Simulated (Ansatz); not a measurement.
BaNbO2F:
```
CELL_PARAMETERS angstrom
      4.08682     0.00000     0.00000
      0.00000     4.08682     0.00000
      0.00000     0.00000     4.26395
ATOMIC_POSITIONS crystal
  Ba 0.50000 0.50000 0.50000
  Nb 0.00000 0.00000 0.00000
  O  0.50000 0.00000 0.00000
  O  0.00000 0.50000 0.00000
  F  0.00000 0.00000 0.50000
```

Relaxed with PBEsol. Special points in fractions of this cell's reciprocal vectors: Γ (0.000, 0.000, 0.000); X (0.000, 0.500, 0.000); M (0.500, 0.500, 0.000); Z (0.000, 0.000, 0.500); R (0.000, 0.500, 0.500); A (0.500, 0.500, 0.500).

### Question
List the band energies nearest the Fermi level at these points for PBEsol (plane waves, PAW; program Ansatz).

### Answer
In eV from the Fermi level; about four levels below and three above (degenerate sets whole), none deeper than 8.9 eV; points with the same levels are listed once.

```
k                          below           above
-  -----------------------------  --------------
Γ        -1.43 -1.43 -1.14 -0.18  0.17 1.34 2.47
X        -5.70 -5.69 -4.85 -1.10  1.23 1.40 1.44
M        -7.94 -6.73 -6.73 -3.87  0.57 1.26 1.26
Z  -4.40 -4.40 -0.87 -0.04 -0.04  1.89 1.91 2.94
R        -5.04 -4.91 -4.90 -0.24  1.41 1.64 2.32
A        -6.71 -5.44 -5.44 -3.83  1.11 1.82 1.82
```

Space group P4/mmm. The start of the workflow was typed in or built on a structure type; neither database checked (COD, Materials Project) lists it. Its standing as an ambient phase is unchecked. Symmetry was held in the PBEsol relaxation; whether a distortion lowers the energy is not shown. The workflow began spin-polarised and lost its moments. The cell computed holds one magnetic atom, so no antiferromagnetic order was within reach. Scalar-relativistic: spin–orbit coupling is off unless named, which matters more the heavier the elements.

Potentials: the earlier of the program's two PAW sets. The files were generated under PBE; for other functionals the program regenerates the frozen cores, and for LDA and PBEsol the local potential too.
